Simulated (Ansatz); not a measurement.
# La, a database entry at a rescaled volume

```
CELL_PARAMETERS angstrom
3.75696 0.00000 0.00000
-1.87848 3.25362 0.00000
0.00000 0.00000 6.08126
ATOMIC_POSITIONS crystal
La 0.33333 0.66667 0.25000
La 0.66667 0.33333 0.75000
```

Level: r2SCAN, no spin polarisation; 500 eV; 10×10×6 Γ-centred mesh; fermi-dirac occupations (width 0.1 eV); Ansatz 0.2.0, fixed geometry.

Q: Is the cell too large or too small?

A: The pressure is 0.5 GPa (compression positive), so with the atoms held at these fractions the cell would first expand.

Q: Describe some of the short contacts.

A: La–La at 3.73 Å: least valence density 0.09 e/Å³ and ELF 0.11 there. These are pseudo-fields; inside the PAW spheres they differ from the all-electron ones.

Q: What happens at the Fermi level?

A: It is a metal, with about 3.8 states/eV a cell as the mean within 0.25 eV of the Fermi level, mostly La d (81 %).

Origin: a database entry at a rescaled volume. Caveats: many states at the Fermi level without spin polarisation, so a magnetic state may lie lower; f levels without a U or exact exchange are poorly placed.
